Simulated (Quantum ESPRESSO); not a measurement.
# Si3O4NF: input and log of a self-consistent run

Simulated, not a measurement. The program is pw.x of Quantum ESPRESSO 7.5 (plane-wave density functional theory). The cell is made up: 9 atoms on a quartz lattice, with randomly drawn elements, strain and displacements, not relaxed. PseudoDojo standard norm-conserving files (v0.5 for PBE, v0.4.1 for LDA and PBEsol) set the functional; there is no spin polarisation, spin-orbit coupling or dispersion term, and the masses in the input are unused placeholders.

Input:

```
&control calculation='scf', pseudo_dir='./dojo.nc.sr.pbe.v0_5.standard.upf', outdir='./o', disk_io='low', tprnfor=.true., tstress=.true. /
&system ibrav=0, nat=9, ntyp=4, nbnd=30, ecutwfc=84.00895049, nosym=.true., tot_charge=0,
 occupations='smearing', smearing='fd', degauss=0.0018374661
/
&electrons conv_thr=7.350e-09, electron_maxstep=60, /
ATOMIC_SPECIES
F 1.0 F.upf
N 1.0 N.upf
O 1.0 O.upf
Si 1.0 Si.upf
CELL_PARAMETERS angstrom
5.0778 0.0044 0.0631
-2.5351 4.4563 -0.1125
0.0693 -0.1026 5.5265
ATOMIC_POSITIONS angstrom
Si 2.5448 -0.0822 3.7195
Si -0.9326 1.9832 2.0277
Si 1.4609 2.3419 -0.0971
O 1.3782 1.0193 4.3379
N 3.1803 0.805 2.4703
F 2.8099 2.6089 0.5904
O 0.3424 2.0272 1.1086
O -1.0432 3.0981 2.8463
O 1.0339 3.7095 4.5318
K_POINTS automatic
5 5 4 1 1 1
```

The log is shortened where brackets say so; the opening notice, blank lines, dates and the lines on written files are dropped, and the path of the files is cut. It prints rydbergs, bohrs and kilobars, and counts compression as positive stress. With no partly filled state, the Fermi energy that it prints is only some level between the filled and the empty states on the mesh, and need not lie in the true gap.

```
     Program PWSCF v.7.5
     Parallel version (MPI & OpenMP), running on       4 processor cores
     Number of MPI processes:                 4
     Threads/MPI process:                     1
     [start-up lines left out]
     bravais-lattice index     =            0
     lattice parameter (alat)  =       9.5964  a.u.
     unit-cell volume          =     843.9108 (a.u.)^3
     number of atoms/cell      =            9
     number of atomic types    =            4
     number of electrons       =        48.00
     number of Kohn-Sham states=           30
     kinetic-energy cutoff     =      84.0090  Ry
     charge density cutoff     =     336.0358  Ry
     scf convergence threshold =      7.3E-09
     mixing beta               =       0.7000
     number of iterations used =            8  plain     mixing
     Exchange-correlation= PBE
                           (   1   4   3   4   0   0   0)
     [axes and pseudopotential details left out]
   Cartesian axes
     site n.     atom                  positions (alat units)
         1        Si     tau(   1) = (   0.5011230  -0.0161869   0.7324454  )
         2        Si     tau(   2) = (  -0.1836480   0.3905325   0.3992955  )
         3        Si     tau(   3) = (   0.2876810   0.4611679  -0.0191210  )
         4        O      tau(   4) = (   0.2713957   0.2007210   0.8542210  )
         5        N      tau(   5) = (   0.6262660   0.1585209   0.4864525  )
         6        F      tau(   6) = (   0.5533266   0.5137456   0.1162618  )
         7        O      tau(   7) = (   0.0674255   0.3991970   0.2183060  )
         8        O      tau(   8) = (  -0.2054274   0.6100791   0.5604945  )
         9        O      tau(   9) = (   0.2035960   0.7304762   0.8924039  )
     number of k points=    50  Fermi-Dirac smearing, width (Ry)=  0.0018
                       cart. coord. in units 2pi/alat
        k(    1) = (   0.0984061   0.1728862   0.1168358), wk =   0.0400000
        k(    2) = (   0.0955464   0.1770615   0.3466693), wk =   0.0400000
     [further k points left out]
     Dense  grid:    87795 G-vectors     FFT dimensions: (  60,  60,  64)
     Estimated max dynamical RAM per process >     178.15 MB
     Estimated total dynamical RAM >     648.30 MB
     Initial potential from superposition of free atoms
     starting charge      47.9981, renormalised to      48.0000
     Starting wfcs are   36 randomized atomic wfcs
     total cpu time spent up to now is        3.1 secs
     per-process dynamical memory:   136.0 Mb
     Self-consistent Calculation
     iteration #  1     ecut=    84.01 Ry     beta= 0.70
     Davidson diagonalization with overlap
     ethr =  1.00E-02,  avg # of iterations =  3.0
     total cpu time spent up to now is        9.2 secs
     total energy              =    -227.04886140 Ry
     estimated scf accuracy    <       2.77697648 Ry
     iteration #  2     ecut=    84.01 Ry     beta= 0.70
     Davidson diagonalization with overlap
     ethr =  5.79E-03,  avg # of iterations =  2.9
     total cpu time spent up to now is       15.2 secs
     total energy              =    -227.77369046 Ry
     estimated scf accuracy    <       2.20115582 Ry
     iteration #  3     ecut=    84.01 Ry     beta= 0.70
     Davidson diagonalization with overlap
     ethr =  4.59E-03,  avg # of iterations =  2.0
     total cpu time spent up to now is       19.9 secs
     total energy              =    -228.18450019 Ry
     estimated scf accuracy    <       0.06758022 Ry
     iteration #  4     ecut=    84.01 Ry     beta= 0.70
     Davidson diagonalization with overlap
     ethr =  1.41E-04,  avg # of iterations =  7.1
     total cpu time spent up to now is       25.9 secs
     total energy              =    -228.20843828 Ry
     estimated scf accuracy    <       0.00722548 Ry
     iteration #  5     ecut=    84.01 Ry     beta= 0.70
     Davidson diagonalization with overlap
     ethr =  1.51E-05,  avg # of iterations =  7.8
     total cpu time spent up to now is       33.6 secs
     total energy              =    -228.20898049 Ry
     estimated scf accuracy    <       0.00105731 Ry
     [iterations 6 to 7 left out]
     iteration #  8     ecut=    84.01 Ry     beta= 0.70
     Davidson diagonalization with overlap
     ethr =  3.46E-08,  avg # of iterations =  2.1
     total cpu time spent up to now is       49.9 secs
     total energy              =    -228.20915374 Ry
     estimated scf accuracy    <       0.00000260 Ry
     iteration #  9     ecut=    84.01 Ry     beta= 0.70
     Davidson diagonalization with overlap
     ethr =  5.42E-09,  avg # of iterations =  2.8
     total cpu time spent up to now is       55.0 secs
     total energy              =    -228.20915398 Ry
     estimated scf accuracy    <       0.00000101 Ry
     iteration # 10     ecut=    84.01 Ry     beta= 0.70
     Davidson diagonalization with overlap
     ethr =  2.11E-09,  avg # of iterations =  2.0
     total cpu time spent up to now is       59.4 secs
     total energy              =    -228.20915413 Ry
     estimated scf accuracy    <       0.00000002 Ry
     iteration # 11     ecut=    84.01 Ry     beta= 0.70
     Davidson diagonalization with overlap
     ethr =  4.54E-11,  avg # of iterations =  4.5
     total cpu time spent up to now is       65.5 secs
     total energy              =    -228.20915414 Ry
     estimated scf accuracy    <       0.00000002 Ry
     iteration # 12     ecut=    84.01 Ry     beta= 0.70
     Davidson diagonalization with overlap
     ethr =  3.40E-11,  avg # of iterations =  2.0
     total cpu time spent up to now is       69.6 secs
     End of self-consistent calculation
          k = 0.0984 0.1729 0.1168 ( 10960 PWs)   bands (ev):
   -23.4317 -17.0018 -16.3217 -15.8467 -15.5335  -9.7722  -7.3356  -5.6942
    -5.0661  -4.3172  -3.9977  -3.1881  -2.8920  -1.6497  -1.0801  -0.8195
    -0.6039  -0.3254   0.2810   0.3689   0.6443   1.1302   3.2205   3.7043
     6.9699   9.6777   9.9920  10.5874  11.0127  11.3808
     [levels at the other k points left out]
     the Fermi energy is     5.2351 ev
!    total energy              =    -228.20915414 Ry
     estimated scf accuracy    <          1.1E-09 Ry
     smearing contrib. (-TS)   =       0.00000000 Ry
     internal energy E=F+TS    =    -228.20915414 Ry
     The total energy is F=E-TS. E is the sum of the following terms:
     one-electron contribution =    -119.01414271 Ry
     hartree contribution      =      84.04767376 Ry
     xc contribution           =     -60.90155794 Ry
     ewald contribution        =    -132.34112726 Ry
     convergence has been achieved in  12 iterations
     Forces acting on atoms (cartesian axes, Ry/au):
     atom    1 type  4   force =    -0.12933106    0.07612266   -0.19669947
     atom    2 type  4   force =     0.01160100   -0.39861956   -0.23175010
     atom    3 type  4   force =    -0.23065426    0.01458581   -0.08434795
     atom    4 type  3   force =     0.04826282   -0.00982350    0.06213441
     atom    5 type  2   force =    -0.00890762   -0.10108364   -0.00436467
     atom    6 type  1   force =     0.08153821    0.04001760    0.00229665
     atom    7 type  3   force =     0.09235246    0.00698906   -0.09635479
     atom    8 type  3   force =     0.02606436    0.52843836    0.38042817
     atom    9 type  3   force =     0.10907411   -0.15662679    0.16865776
     Total force =     0.930982     Total SCF correction =     0.000038
     Computing stress (Cartesian axis) and pressure
          total   stress  (Ry/bohr**3)                   (kbar)     P=       85.55
   0.00032583  -0.00008536   0.00003457           47.93      -12.56        5.09
  -0.00008536   0.00082494   0.00078082          -12.56      121.35      114.86
   0.00003457   0.00078082   0.00059382            5.09      114.86       87.35
     init_run     :      2.89s CPU      3.03s WALL (       1 calls)
     electrons    :     65.91s CPU     66.49s WALL (       1 calls)
     forces       :      0.91s CPU      0.92s WALL (       1 calls)
     stress       :      2.80s CPU      2.80s WALL (       1 calls)
     [timing details left out]
     PWSCF        :   1m12.65s CPU   1m13.42s WALL
     JOB DONE.
```

In other units: free energy -3104.944 eV for the cell, pressure 8.55 GPa, largest force component 13.587 eV/Å. A rerun of this cell at a cutoff of 1437 eV and k mesh 7 x 7 x 6 moved values by no more than 0.002 eV in energy, 0.02 GPa in stress and 0.002 eV/Å in force.